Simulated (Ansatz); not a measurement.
Geometry optimisation in Ansatz: input, command and trajectory.

```yaml
crystal:
  lattice:
    - [4.1485001448, 0.0, 0.0]
    - [0.0, 4.1485001448, 0.0]
    - [0.0, 0.0, 4.1485001448]
  atoms:
    - { symbol: Hf, position: [0.0, 0.5, 0.5] }
    - { symbol: Hf, position: [0.5, 0.0, 0.5] }
    - { symbol: Hf, position: [0.5, 0.5, 0.0] }
    - { symbol: Re, position: [0.0, 0.0, 0.0] }
basis:
  ecutwfc: 420
kpoints:
  mp_grid: { grid: [4, 4, 4] }
hamiltonian:
  xc: pbe
scf:
  occupations: { method: gaussian, width: 0.1 }
  lower_state_search: "off"
output:
  forces: true
  stress: true
  eigenvalues: true
relax:
  adjacent_minimum: "off"
  f_tol: 0.04
  max_steps: 70
  cell: { stress_tol: 0.4 }
```

```bash
ansatz run input.yaml --threads 1 --pin off --max-ram 2560MiB --backend cpu --events-out ev --progress --plain --runs-dir out
```

The calculation used Ansatz 0.2.0, DFT PBE, scalar-relativistic, plane waves, PAW.

Of 5 frames 5 are shown, positions in Å and forces in eV/Å; the SCF threshold varies from step to step. Steps run on the plane waves of an earlier cell, with a Pulay correction in the pressure. The basis is chosen afresh for the last frame, the zero of the energies, and at times for earlier ones too; energy and pressure step there, also at an unchanged geometry.

```xyz
4
Lattice="4.1485 0.0000 0.0000 0.0000 4.1485 0.0000 0.0000 0.0000 4.1485" Properties=species:S:1:pos:R:3:forces:R:3 pbc="T T T" step=1 free_energy_over_end_meV_per_atom=115.93 pressure_GPa=19.76
Hf    0.0000    2.0743    2.0743    0.0000    0.0000    0.0000
Hf    2.0743    0.0000    2.0743    0.0000    0.0000    0.0000
Hf    2.0743    2.0743    0.0000    0.0000    0.0000    0.0000
Re    0.0000    0.0000    0.0000    0.0000    0.0000    0.0000
4
Lattice="4.3507 0.0000 0.0000 0.0000 4.3507 0.0000 0.0000 0.0000 4.3507" Properties=species:S:1:pos:R:3:forces:R:3 pbc="T T T" step=2 free_energy_over_end_meV_per_atom=11.23 pressure_GPa=-4.53
Hf    0.0000    2.1754    2.1754    0.0000    0.0000    0.0000
Hf    2.1754    0.0000    2.1754    0.0000    0.0000    0.0000
Hf    2.1754    2.1754    0.0000    0.0000    0.0000    0.0000
Re    0.0000    0.0000    0.0000    0.0000    0.0000    0.0000
4
Lattice="4.3100 0.0000 0.0000 0.0000 4.3100 0.0000 0.0000 0.0000 4.3100" Properties=species:S:1:pos:R:3:forces:R:3 pbc="T T T" step=3 free_energy_over_end_meV_per_atom=1.35 pressure_GPa=-0.77
Hf    0.0000    2.1550    2.1550    0.0000    0.0000    0.0000
Hf    2.1550    0.0000    2.1550    0.0000    0.0000    0.0000
Hf    2.1550    2.1550    0.0000    0.0000    0.0000    0.0000
Re    0.0000    0.0000    0.0000    0.0000    0.0000    0.0000
4
Lattice="4.3019 0.0000 0.0000 0.0000 4.3019 0.0000 0.0000 0.0000 4.3019" Properties=species:S:1:pos:R:3:forces:R:3 pbc="T T T" step=4 free_energy_over_end_meV_per_atom=1.04 pressure_GPa=0.04
Hf    0.0000    2.1510    2.1510    0.0000    0.0000    0.0000
Hf    2.1510    0.0000    2.1510    0.0000    0.0000    0.0000
Hf    2.1510    2.1510    0.0000    0.0000    0.0000    0.0000
Re    0.0000    0.0000    0.0000    0.0000    0.0000    0.0000
4
Lattice="4.3019 0.0000 0.0000 0.0000 4.3019 0.0000 0.0000 0.0000 4.3019" Properties=species:S:1:pos:R:3:forces:R:3 pbc="T T T" step=5 free_energy_over_end_meV_per_atom=0.00 pressure_GPa=0.04
Hf    0.0000    2.1510    2.1510    0.0000    0.0000    0.0000
Hf    2.1510    0.0000    2.1510    0.0000    0.0000    0.0000
Hf    2.1510    2.1510    0.0000    0.0000    0.0000    0.0000
Re    0.0000    0.0000    0.0000    0.0000    0.0000    0.0000
```

The start puts this composition into another compound's structure type, which needn't suit it. At the end the space group is Pm-3m (tolerance 0.05 Å).

Time: 16 s on 1 thread of Intel(R) Xeon(R) Platinum 8488C (Sapphire Rapids), with other jobs on the host, peak memory 0.41 GiB.

The k mesh is coarse. Spin–orbit coupling is left out, which can shift energies with elements as heavy as these.